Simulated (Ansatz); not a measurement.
Polymorphs of VIr, each relaxed with DFT-PBEsol in the program Ansatz with PAW potentials:

A: L1₀ or tetragonal B2 (P4/mmm)
a = b = 2.7180 Å, c = 3.6399 Å, α = β = γ = 90.00°

```csv
atom,site,symmetry,x,y,z
Ir,1a,4/mmm,0.0000,0.0000,0.0000
V,1d,4/mmm,0.5000,0.5000,0.5000
```

B: Cmmm
a = 5.7649 Å, b = 6.6713 Å, c = 2.7802 Å, α = β = γ = 90.00°

```
atom  site  symmetry       x       y       z
----  ----  --------  ------  ------  ------
Ir      4j       m2m  0.5000  0.2845  0.5000
V       4g       2mm  0.2962  0.0000  0.0000
```

Q: Order them by energy per atom at 0 K (lowest first) at the level PBEsol.

A: B (+0 meV/atom), A (+28 meV/atom)

Standing as an ambient phase not checked: A; B. Began spin-polarised and lost the moments: A; B. All cells were relaxed under the symmetry of their starts (and spin orders); stability against distortions was not tested throughout. Spin–orbit coupling is left out wherever it is not named.

Energies hold the estimated change up to a 700 eV cutoff; steps of a few meV lie near the error of the meshes.

Potentials: the later of the program's two PAW sets.
